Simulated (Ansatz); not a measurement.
RbTl3S2, a known structure type with other elements, at an estimated volume

```
Rb Tl S
1.0
     0.00000    4.39714    0.00000
     8.26374   -2.19857    0.00000
     3.53055    0.00000   -8.63844
Rb Tl S
2 6 4
Direct
  0.13540 0.27080 0.95740
  0.86460 0.72920 0.04260
  0.59420 0.18840 0.36230
  0.40580 0.81160 0.63770
  0.68900 0.37800 0.57050
  0.31100 0.62200 0.42950
  0.06090 0.12180 0.59680
  0.93910 0.87820 0.40320
  0.47700 0.95400 0.24850
  0.52300 0.04600 0.75150
  0.19210 0.38420 0.32470
  0.80790 0.61580 0.67530
```

Method: PBEsol, no spin polarisation; PAW, plane waves to 420 eV, 6×6×3 Γ-centred mesh, cold occupations (width 0.0101 eV) (Ansatz 0.2.0), atoms fixed.

**Stress.** The pressure is 17.4 GPa (compression positive), so with the atoms held at these fractions the cell would first expand; the forces are large, so a full relaxation may end otherwise. The principal stresses 13.9, 19.1, 19.3 GPa differ, so its shape would change too.
**Electronic structure.** It is a metal, with about 5.7 states/eV a cell as the mean within 0.25 eV of the Fermi level, mostly S p (45 %), Tl s (24 %) and Tl p (21 %).
**Contacts.** Tl–S at 2.50 Å: least valence density 0.48 e/Å³ and ELF 0.29 there. Tl–Tl at 2.92 Å: least valence density 0.28 e/Å³ and ELF 0.25 there. Rb–S at 3.70 Å: least valence density 0.05 e/Å³ and ELF 0.04 there. These are pseudo-fields; inside the PAW spheres they differ from the all-electron ones.
**Forces.** The largest is on S9 (and as large on other atoms): 4.06 eV/Å, components (-0.51, 0.00, 4.03). It makes 120° with the line to a nearest neighbour, Tl3 at 2.54 Å.
**Charges.** Bader charges in e: Rb +0.77, Tl +0.30 to +0.35, S -0.88. In the mean Rb gives up most and S takes most.

Origin: a known structure type with other elements, at an estimated volume, so it need not be a known compound. Caveats: many states at the Fermi level without spin polarisation, so a magnetic state may lie lower; atoms or cell far from equilibrium.
